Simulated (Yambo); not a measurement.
Quantum ESPRESSO input (PBEsol, PseudoDojo standard norm-conserving files, scalar-relativistic) whose wavefunctions are converted with p2y:

```
&CONTROL
  calculation = 'nscf'
  pseudo_dir = './pseudo'
  outdir = './out'
/
&SYSTEM
  ibrav = 0
  nat = 4
  ntyp = 1
  ecutwfc = 84.0
  ecutrho = 336.0
  occupations = 'fixed'
  force_symmorphic = .true.
  nbnd = 186
/
&ELECTRONS
  conv_thr = 4e-09
  diago_full_acc = .true.
  diago_thr_init = 1e-08
/
ATOMIC_SPECIES
N 14.0070 N.upf
CELL_PARAMETERS angstrom
  3.799275462221   0.000000000000   0.000000000000
 -1.899637731111   3.290269066258   0.000000000000
  0.000000000000   0.000000000000   7.419578952000
ATOMIC_POSITIONS crystal
N   0.333333333000   0.666666667000   0.324336503700
N   0.666666666333   0.333333333667   0.675663496300
N   0.666666666333   0.333333333667   0.824336503700
N   0.333333333000   0.666666667000   0.175663496300
K_POINTS automatic
3 3 1 0 0 0
```

Yambo's initialisation report on symmetry, reciprocal space, the k grid and the gaps on this mesh:

```
  [02.02] Symmetries
  ==================

  Inversion symmetry    : yes
  Spatial inversion     : yes
  Inversion index       :   7
  K-space Time-reversal : no
  Magnetic symmetries   : no
  Group table correct   : yes
  Symmetries units      :  [cc]

  [02.03] Reciprocal space
  ========================

  nG shells         :  2959
  nG charge         :   65025
  nG WFs            :   9721
  nC WFs            :   8177
  G-vecs. in first 80 shells:  [ Number ]
     1    3    5   11   23   25   37   49   55
    57   69   81   87   99  111  123  135  137
   149  161  173  185  187  199  223  247  259
    271   295   307   313   325   327   339   351   375
    387   399   411   435   441   453   465   467   479
    491   503   527   539   551   563   587   599   623
    647   659   671   673   679   691   715   727   739
    763   775   787   799   811   835   847   859   871
    883   895   919   943   945   969   981  1005
  ...
  Shell energy in first 80 shells:  [ mHa ]
    0.00000      100.409      401.637      510.586      610.996      903.683      912.223      1414.27      1531.76
    1606.55      1632.17      1933.40      2042.35      2117.13      2142.75      2435.44      2443.98      2510.23
    2946.03      3020.82      3138.31      3574.10      3614.73      3648.89      3674.51      3975.74      4041.99
    4125.32      4477.79      4552.58      4595.28      4695.69      4920.05      4996.91      5146.49      5180.65
    5430.64      5498.96      5657.08      6084.33      6127.04      6201.82      6227.45      6426.19      6451.81
    6528.67      6637.62      6738.03      6936.77      6962.40      7030.72      7039.26      7105.51      7188.84
    7541.30      7733.58      7957.95      8133.14      8169.38      8210.01      8244.17      8269.79      8468.53
    8494.15      8571.02      8637.27      8643.73      9073.06      9147.85      9515.33      9664.90      9701.14
    9741.77      9775.93      9801.55      10000.3      10040.9      10102.8      10175.5      10252.4
  ...

  [02.04] K-grid lattice
  ======================

  Compatible Grid is   : 2D
  Base K vectors       :  K_min[ 1 ]  K_min[ 2 ]  K_min[ 3 ]
  K_min[ 1 ] :  0.33333      0.39135E-14   0.0000     [rlu]
  K_min[ 2 ] :  0.27204E-16  0.33333       0.0000     [rlu]
  Grid dimensions      :  3  3
  K lattice UC volume  :  0.044034 [a.u.]

  IBZ K-points                                      :  3
  BZ  K-points                                      :   9

  K/Q-points units:
  rlu = crystal or reduced units; cc = cartesian coordinates; iku = interal k-units

  K [1]          [rlu]:  0.000000  0.000000  0.000000
         WF components:   8177
  K [2]          [rlu]:  0.000000  0.333333  0.000000
         WF components:   8150
  K [3]          [rlu]:  0.333333  0.333333  0.000000
         WF components:   8130

  [02.05] Energies & Occupations
  ==============================

  [X] === General ===
  [X] Electronic Temperature                        :  0.000000  0.000000 [eV K]
  [X] Bosonic    Temperature                        :  0.000000  0.000000 [eV K]
  [X] Finite Temperature mode                       : no
  [X] El. density                                   :  0.21563E+24 [cm-3]
  [X] Fermi Level                                   : -5.465283 [eV]

  [X] === Gaps and Widths ===
  [X] Conduction Band Min                           :  7.076920 [eV]
  [X] Valence Band Max                              :  0.000000 [eV]
  [X] Filled Bands                                  :  10
  [X] Empty Bands                                   :   11  186
  [X] Direct Gap                                    :  7.317784 [eV]
  [X] Direct Gap localized at k                     :  2
  [X] Indirect Gap                                  :  7.076920 [eV]
  [X] Indirect Gap between kpts                     :  1  3
  [X] Last valence band width                       :  0.249678 [eV]
  [X] 1st conduction band width                     :  0.965409 [eV]
```
The gaps are PBEsol values on this mesh alone; only operations without fractional translations are kept.

Geometry relaxed with PBE+D3(BJ).
